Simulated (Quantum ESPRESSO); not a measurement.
# Computed records: Ca$_{2}$MgZnO$_{4}$ (made-up cell)

Computed with Quantum ESPRESSO 7.5. Calculation on a made-up crystal cell, not a measurement: periodic Kohn-Sham density functional theory in plane waves with PseudoDojo standard norm-conserving scalar-relativistic pseudopotentials, each functional with its own files (v0.5 for PBE, v0.4.1 for LDA and PBEsol), no spin polarisation, no spin-orbit coupling, atoms not relaxed, stress positive in tension, energies less a fixed whole-eV offset for each atom's element; levels are Kohn-Sham levels at fractions of this cell's reciprocal vectors, counted from the reference band (half the neutral cell's valence electrons, rounded up) at Gamma; error bars cover cutoff and k-mesh only, not smearing or the files; added strain carries the atoms with the cell, and shear is the tensor component; each bar is the largest change over components, and at least 0.002 eV, 0.002 eV per angstrom or 0.02 GPa; energies are for the whole cell, and the offsets were chosen from early runs and are not element reference energies.

Entry: Ca$_{2}$MgZnO$_{4}$ (made-up cell)

```xyz
8
Lattice="4.5129 0.0332 -0.0573 0.0332 4.4136 0.0331 -0.0573 0.0331 4.4416" Properties=species:S:1:pos:R:3 Ca2MgZnO4
Zn    -0.0261    -0.0102     0.0274
Ca     0.0268     2.2588     2.2356
Mg     2.2820     0.0272     2.2901
Ca     2.2552     2.1585     0.0210
O      2.2301     0.0598     0.0082
O      2.2168     2.2597     2.2055
O      4.5121     0.0161     2.1755
O      4.5702     2.2531    -0.0899
```

| Item | Value |
| --- | --- |
| lattice type | rocksalt |
| functional | pbe |
| cutoff | 1143 eV |
| fermi dirac smearing | 0.025 eV |
| scf tolerance | 1e-07 eV |
| electrons removed | 0 |
| k mesh | 4 x 4 x 4, shifted by half a step |
| free energy less offsets | 1.01 eV |
| smearing term minus ts | 0 eV |
| scf iterations | 12 |
| pressure | 14.99 GPa |
| stress xx | -11.82 GPa |
| stress yy | -17.63 GPa |
| stress zz | -15.51 GPa |
| stress yz | 1.184 GPa |
| stress xz | -2.057 GPa |
| stress xy | 1.337 GPa |
| error bar energy | 0.002 eV |
| error bar stress | 0.04374 GPa |
| error bar force | 0.002928 eV/Å |
| error bars from | tighter rerun of this cell |

Atoms:
```csv
atoms element,atom site,atom energy offset (eV)
Zn,1,-5687
Ca,2,-1055
Mg,3,-1617
Ca,4,-1055
O,5,-452
O,6,-452
O,7,-452
O,8,-452
```

Forces:
```csv
site,x (eV/Å),y (eV/Å),z (eV/Å)
1,0.1979,-0.01854,0.01751
2,-0.5603,-0.8361,-0.3481
3,-0.2888,-0.04399,-0.4011
4,0.5501,1.364,-0.2398
5,0.3083,-1.313,-0.1255
6,0.7503,-0.07026,0.472
7,-0.2767,0.9452,0.004768
8,-0.6809,-0.02716,0.6201
```
